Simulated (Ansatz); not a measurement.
This cell of CdS (wurtzite) is off equilibrium:

```yaml
crystal:
  lattice:
    - [4.05018, 0.00000, 0.00000]
    - [-2.02509, 3.50756, 0.00000]
    - [0.00000, 0.00000, 6.58329]
  atoms:
    - { symbol: Cd, position: [0.66667, 0.33333, 0.00098] }
    - { symbol: Cd, position: [0.33333, 0.66667, 0.50098] }
    - { symbol: S, position: [0.66667, 0.33333, 0.62422] }
    - { symbol: S, position: [0.33333, 0.66667, 0.12422] }
```

These are r2SCAN (plane waves to 500 eV, PAW, scalar-relativistic; Ansatz, a quantum-chemistry and plane-wave program) values and carry that method's errors. k mesh 9×9×5 (Γ-centred), Fermi-Dirac smearing 0.05 eV. Energies are smeared free energies. Compression counts positive. CdS was relaxed with its symmetry unable to fall. The PAW data are Ansatz's earlier set.

Q: What is the stress tensor (GPa)?

A: 
```
    6.1      0.0      0.0
    0.0      6.1      0.0
    0.0      0.0      6.1
```
The pressure, a third of the trace, is 6.1 GPa.

Q: It is the relaxed cell scaled evenly to V/V₀ = 0.920, atoms relaxed where free. What is its energy relative to the relaxed cell?

A: 35.6 meV/atom.

(A scan under strain: stresses follow from slopes of the energy per volume, elastic moduli from its curvatures.)
